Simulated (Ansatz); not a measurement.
Starting cell, Li (space group R-3m):

```
CELL_PARAMETERS angstrom
      2.98802     1.72513    14.70777
      0.00000     1.72513    14.70777
      0.00000    -1.72513     7.35389
ATOMIC_POSITIONS crystal
  Li 0.00000 0.77776 0.77776
  Li 0.50000 0.77776 0.77776
  Li 0.00000 0.22224 0.22224
  Li 0.50000 0.22224 0.22224
  Li 0.00000 0.00000 0.00000
  Li 0.50000 0.00000 0.00000
```

The atoms are displaced by Q × the pattern below (from a DFPT mode at F = (0.5, 0.5, 0.0), largest move 1; Q in Å), at fixed cell. (q is in reciprocal vectors of the primitive cell; the cell shown is doubled to hold the pattern.)

```json
[
 {"atom": "Li1", "x": "0.000", "y": "-0.232", "z": "0.973"},
 {"atom": "Li2", "x": "0.000", "y": "0.232", "z": "-0.973"},
 {"atom": "Li3", "x": "0.000", "y": "0.232", "z": "-0.973"},
 {"atom": "Li4", "x": "0.000", "y": "-0.232", "z": "0.973"}
]
```

Atoms not listed stay in place.

These are LDA (plane waves to 420 eV, PAW, scalar-relativistic; Ansatz, an electronic-structure program) values and carry that method's errors. k mesh 18×18×18 (Γ-centred), Fermi-Dirac smearing 0.05 eV. Energies are smeared free energies. With partly filled bands, energies and forces of such displacements shift with the k mesh and the smearing. Li was relaxed with its symmetry unable to fall. This is one of several known forms of Li; the measured ambient cells at hand have space group No. 229. The zero of ΔE is the undisplaced structure.

| Q (Å) | ΔE (eV/cell) |
|---|---|
| -0.180 | 0.071 |
| -0.120 | 0.031 |
| -0.060 | 0.008 |
| 0.000 | 0.000 |
| 0.060 | 0.008 |
| 0.120 | 0.031 |
| 0.180 | 0.071 |

### Question
Which DFPT wavenumber at F = (0.5, 0.5, 0.0) belongs to this mode?
A) 326 cm⁻¹
B) 151 cm⁻¹
C) 207 cm⁻¹
D) 246 cm⁻¹

### Answer
C, 207 cm⁻¹. The curvature of the scan gives 207 cm⁻¹

(A displaced cell: forces are minus the slopes of the energy, force constants its curvatures, and phonons follow from these.)
